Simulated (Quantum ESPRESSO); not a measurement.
# Planted mistakes on one cell of In3MgO5F

These are calculations, not measurements. They come from pw.x of Quantum ESPRESSO 7.5, a plane-wave density functional program, with PseudoDojo standard norm-conserving files (v0.5 for PBE, v0.4.1 for LDA and PBEsol). The cells are made up: elements, strain and atom displacements were drawn at random, and nothing was relaxed. There is no spin polarisation, spin-orbit coupling or dispersion term.

The cell has 10 sites of a corundum lattice. Sites 1 to 4 hold In In Mg In; sites 5 to 10 hold O O F O O O. Cell vectors in Å: (2.772, 1.662, 4.932); (-2.899, 1.665, 5.003); (-0.061, -3.367, 4.981). Settings: PBE, cutoff 1143 eV, 5 x 5 x 5 k mesh shifted by half a step, Fermi-Dirac smearing of 0.025 eV.

The intended run has a self-consistency threshold of 1e-07 eV, a smearing term of 0.000 eV, a pressure of -10.19 GPa and 14 iterations. Each further run changes one thing: atoms of sites 2 and 3 exchanged; cutoff 645 eV; k mesh 2 x 2 x 2; one electron removed; smearing 0.6 eV; threshold 0.4 eV. A coarse mesh keeps the shift, and a charged cell sits in a uniform background.

| run | change of free energy (eV) | smearing term -TS (eV) | change of P (GPa) | largest change of a force component (eV/Å) | iterations |
| --- | --- | --- | --- | --- | --- |
| A | 0.013 | 0.000 | 0.04 | 0.022 | 14 |
| B | 0.051 | 0.000 | 2.71 | 0.288 | 4 |
| C | 14.815 | 0.000 | -89.94 | 0.121 | 13 |
| D | -6.330 | -0.030 | -13.84 | 0.366 | 16 |
| E | 0.257 | 0.000 | 0.30 | 1.020 | 14 |
| F | -0.431 | -1.426 | 2.24 | 0.201 | 13 |

A rerun of the intended cell at 1437 eV and k mesh 7 x 7 x 7 moved values by no more than 0.003 eV in the cell's energy, 0.03 GPa in stress and 0.002 eV/Å in force.

Question: which change belongs to which run?

## Worked reading

Run B has the fewest iterations, as a run stopped early does. Run F has the largest smearing term, as wide smearing gives. Run C has a higher energy and the largest fall in pressure, as too small a basis gives. Energies from files of another functional, or of a charged cell, have another zero and say nothing on stability; the pressure of a charged cell rests on the program's zero of potential too.

## Key

| run | change |
| --- | --- |
| A | k mesh 2 x 2 x 2 |
| B | threshold 0.4 eV |
| C | cutoff 645 eV |
| D | one electron removed |
| E | atoms of sites 2 and 3 exchanged |
| F | smearing 0.6 eV |